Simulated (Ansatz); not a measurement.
All numbers below come from DFT PBE, scalar-relativistic, plane waves, PAW (Ansatz). Settings: cutoff 420 eV, Γ-centred meshes spaced at most about 0.3 Å⁻¹, and about 0.25 Å⁻¹ or finer for metals (2π included), Gaussian smearing. No spin polarisation in the final relaxations.

All energies are static (0 K, no zero-point motion).

Two relaxed structures of Ge8Mo3W:

A. Space group P4/mmm (No. 123), tetragonal, a = 4.721 Å, c = 8.287 Å. Ge on a site of symmetry 2mm is surrounded by 5 Ge at 2.69–2.78 Å, 2 W at 2.72 Å, 3 Mo at 2.72–2.80 Å and 4 Ge at 3.34 Å; Ge on a site of symmetry 4mm has 5 Ge at 2.68–2.77 Å, 5 Mo at 2.71–2.80 Å and 4 Ge at 3.34 Å; Ge on a second site of symmetry 4mm has 5 Ge at 2.67–2.78 Å, 4 Mo at 2.71 Å, 1 W at 2.81 Å and 4 Ge at 3.34 Å; Mo on a site of symmetry mmm is surrounded by 10 Ge at 2.71–2.80 Å and 4 Mo at 3.34 Å; around W lie 10 Ge at 2.72–2.81 Å and 4 Mo at 3.34 Å; 1 more site not described.

B. Space group Cmmm (No. 65), orthorhombic, a = 4.721 Å, b = 8.286 Å, c = 9.443 Å. Ge on a site of symmetry m2m is surrounded by 5 Ge at 2.68–2.78 Å, 5 Mo at 2.71–2.80 Å and 4 Ge at 3.34 Å; around Ge on a site of symmetry m lie 5 Ge at 2.69–2.78 Å, 4 Mo at 2.71–2.80 Å, 1 W at 2.72 Å and 4 Ge at 3.34 Å; Ge on a second site of symmetry m2m is surrounded by 5 Ge at 2.68–2.78 Å, 3 W at 2.72–2.80 Å, 2 Mo at 2.72 Å and 4 Ge at 3.34 Å; around Mo on a site of symmetry mmm lie 10 Ge at 2.71–2.80 Å and 4 Mo at 3.34 Å; W has 10 Ge at 2.72–2.80 Å and 4 Mo at 3.34 Å; 1 more site not described.

Question: Which arrangement of the elements on these sites is preferred, and by what margin?

Answer: They are level within the accuracy (under 1 meV/atom apart). The two share one framework of sites and differ in which element sits where. A has space group P4/mmm (No. 123), 15.4 Å³/atom and no gap on its mesh; B has space group Cmmm (No. 65), 15.4 Å³/atom and no gap. Counting Ge atoms around Mo and W (those within 1.25 times the shortest such distance or 1.15 times the sum of covalent radii), A and B both have Mo 10, W 10. Both come from invented guesses.

For metals, differences of a few meV/atom aren't resolved. These runs have no spin–orbit coupling, which can matter for W. Cells relaxed within their symmetry can be saddle points.
